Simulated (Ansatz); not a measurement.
Input:

HgPt:
```cif
data_HgPt
_chemical_formula_sum 'Hg1 Pt1'
_space_group_name_H-M_alt 'P 1'
_space_group_IT_number 1
_cell_length_a 2.94830
_cell_length_b 2.94830
_cell_length_c 3.85163
_cell_angle_alpha 90.000
_cell_angle_beta 90.000
_cell_angle_gamma 90.000
loop_
_space_group_symop_operation_xyz
  'x, y, z'
loop_
_atom_site_label
_atom_site_type_symbol
_atom_site_fract_x
_atom_site_fract_y
_atom_site_fract_z
_atom_site_occupancy
Hg1 Hg 0.00000 0.00000 0.00000 1
Pt1 Pt 0.50000 0.50000 0.50000 1
```

This is the LDA-relaxed structure.

Problem. All from LDA in the plane-wave PAW code Ansatz, unless another level is named. Predict the density of states at the Fermi level.

Solution. 0.25 states/eV per atom (mean over ±0.08 eV).

Problem. Give the formation energy from the elements (no fitted shifts).

Solution. -45 meV/atom.

Space group P4/mmm (L1₀ or tetragonal B2). The workflow started from an entry of the Crystallography Open Database (COD). Whether it is the stable phase at ambient conditions was not checked. Symmetry was held in the LDA relaxation; of distortions, only those at the zone centre were tested. The run is not spin-polarised. The references are the lowest solids computed at this level, not always the standard phases. Scalar-relativistic: spin–orbit coupling is off unless named, which matters more the heavier the elements.

Potentials: the later of the program's two PAW sets.
